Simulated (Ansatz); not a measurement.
**CeO$_{2}$: from a starting cell to a relaxed one**

The start is a generated trial cell of CeO2 in the rutile structure type. Cell shape, volume and atoms are optimised at zero target pressure with r2SCAN (plane waves to 500 eV, PAW, scalar-relativistic; Ansatz, a program for electronic structure). The first steps use a coarse 5×5×7 k-mesh.

Starting cell:
```
CELL_PARAMETERS angstrom
      5.38316     0.00000     0.00000
      0.00000     5.38316     0.00000
      0.00000     0.00000     3.46678
ATOMIC_POSITIONS crystal
  Ce 0.00000 0.00000 0.00000
  Ce 0.50000 0.50000 0.50000
  O  0.30496 0.30496 0.00000
  O  0.80496 0.19504 0.50000
  O  0.19504 0.80496 0.50000
  O  0.69504 0.69504 0.00000
```
Spin-polarised start, with parallel moments on Ce.

Task: How large is the pressure on the unrelaxed cell, and of which sign?

Result: -5.4 GPa (negative: the cell is under tension).

Task: By how much does the energy per atom fall from start to end?

Result: 0.06 eV/atom.

Task: How does the volume per atom move from start to end?

Result: -5.9 %, from 16.74 to 15.75 Å³/atom.

Task: How do the shortest distances between atoms change?

Result: The closest pairs of elements (up to four, under 3.6 Å), start → end: Ce–O 2.28 → 2.26 Å; O–O 2.97 → 2.71 Å; Ce–Ce 3.47 → 3.62 Å.

Task: What magnetic moments remain?

Result: Zero (the starting moments vanished).

The space group stays P4₂/mnm (No. 136) (the run could not lower it); the end is rutile type, with 6 atoms in the primitive cell. Final values are on a 7×7×9 k-mesh of the relaxed cell. No spin polarisation in the result: the starting moments vanished. No Hubbard U is applied. The 4f state was not searched, so a lower electronic state may exist.

The run could not lose the symmetry of its start.

The first start was generated by placing the elements on the sites of a structure type. Materials Project lists a structure of CeO2 in the same space group, P4₂/mnm (No. 136); the sites were not compared with it, nor with measured phases. Known forms of CeO2 include space group No. 225.
